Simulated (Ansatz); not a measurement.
BaB2O4:
```cif
data_B36Ba18O72
_chemical_formula_sum 'Ba18 B36 O72'
_space_group_name_H-M_alt 'R-3c :H'
_space_group_IT_number 167
_space_group_name_Hall '-R 3 2"c'
_cell_length_a 7.24689
_cell_length_b 7.24689
_cell_length_c 39.42530
_cell_angle_alpha 90.000
_cell_angle_beta 90.000
_cell_angle_gamma 120.000
loop_
_atom_site_label
_atom_site_type_symbol
_atom_site_symmetry_multiplicity
_atom_site_Wyckoff_symbol
_atom_site_fract_x
_atom_site_fract_y
_atom_site_fract_z
_atom_site_occupancy
Ba1 Ba 12 c 0.00000 0.00000 0.15061 1
Ba2 Ba 6 a 0.00000 0.00000 0.25000 1
B1 B 36 f 0.21149 0.17687 0.03788 1
O1 O 36 f 0.03322 0.20503 0.03885 1
O2 O 36 f 0.27043 0.00986 0.20259 1
```
(The calculation used a cell of 42 atoms; values per cell refer to that cell.)

Relaxed with r²SCAN. 

**Question.** HSE06 on this cell (Ansatz, a first-principles code, PAW) gives a gap of 6.19 eV. What does r²SCAN give?

**Answer.** 5.07 eV.

The first step of the workflow began from a Materials Project structure, measured or hypothetical; the Crystallography Open Database files this formula in space group No. 167, but the cells were not matched. Whether it is the stable phase at ambient conditions was not checked. Symmetry was held in the r²SCAN relaxation; its stability against distortions is not shown here. Scalar-relativistic: spin–orbit coupling is off unless named, which matters more the heavier the elements.

Potentials: the later of the program's two PAW sets.

Ansatz is a plane-wave DFT program.
